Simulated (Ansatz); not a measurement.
An elastic tensor (GPa, Voigt order, standard axes) from the program Ansatz at the LDA level (PAW):

```
      1     2     3     4     5     6
-  ----  ----  ----  ----  ----  ----
1   139  63.3  64.1   0.0   0.0   0.0
2  63.3   139  64.1   0.0   0.0   0.0
3  64.1  64.1   139   0.0   0.0   0.0
4   0.0   0.0   0.0  69.9   0.0   0.0
5   0.0   0.0   0.0   0.0  69.9   0.0
6   0.0   0.0   0.0   0.0   0.0  69.7
```

Question: Pick the material that matches.
A. GeS2, P4_2/nmc (Ge on 2b, S on 4d)
B. ZnGeP2, chalcopyrite
C. ZnCdSe2, P-4m2 (Zn on 1c, Cd on 1a, Se on 2g)
D. ZnCl2, P4_2/nmc (Zn on 2a, Cl on 4d)

Answer: B, ZnGeP2, chalcopyrite

Space group I-42d (chalcopyrite). Symmetry was held in the LDA relaxation.

Potentials: the later of the program's two PAW sets.
